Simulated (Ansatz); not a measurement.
La$_{2}$Zr$_{2}$O$_{7}$:
```
La2Zr2O7
1.0
    0.00000     5.40672     5.40672
    5.40672     0.00000     5.40672
    5.40672     5.40672     0.00000
La Zr O
4 4 14
Direct
  0.62500   0.62500   0.12500
  0.62500   0.12500   0.62500
  0.62500   0.62500   0.62500
  0.12500   0.62500   0.62500
  0.12500   0.12500   0.62500
  0.12500   0.62500   0.12500
  0.12500   0.12500   0.12500
  0.62500   0.12500   0.12500
  0.75000   0.75000   0.75000
  0.50000   0.50000   0.50000
  0.04341   0.45659   0.04341
  0.79341   0.20659   0.20659
  0.45659   0.04341   0.45659
  0.20659   0.79341   0.79341
  0.04341   0.04341   0.45659
  0.20659   0.79341   0.20659
  0.45659   0.45659   0.04341
  0.79341   0.20659   0.79341
  0.45659   0.04341   0.04341
  0.20659   0.20659   0.79341
  0.04341   0.45659   0.45659
  0.79341   0.79341   0.20659
```

Relaxed with r²SCAN.

### Question
Give the Bader charges and basin volumes of the independent atoms, DFT-r²SCAN in the program Ansatz with PAW potentials.

### Answer


| atom | Bader charge (e) | Bader volume (Å³) |
|---|---|---|
| La1 | +2.17 | 18.2 |
| Zr5 | +2.68 | 10.2 |
| O9 | -1.37 | 14.4 |
| O11 | -1.39 | 14.5 |

Space group Fd-3m. The first step of the workflow began from a Materials Project structure, measured or hypothetical; the Crystallography Open Database files this formula in space group No. 227, but the cells were not matched. Whether it is the stable phase at ambient conditions was not checked. The r²SCAN relaxation kept the symmetry of its start; its stability against distortions is not shown here. The run is not spin-polarised. Scalar-relativistic: spin–orbit coupling is off unless named, which matters more the heavier the elements.

Potentials: the earlier of the program's two PAW sets. The files were generated under PBE; for other functionals the program regenerates the frozen cores, and for LDA and PBEsol the local potential too.
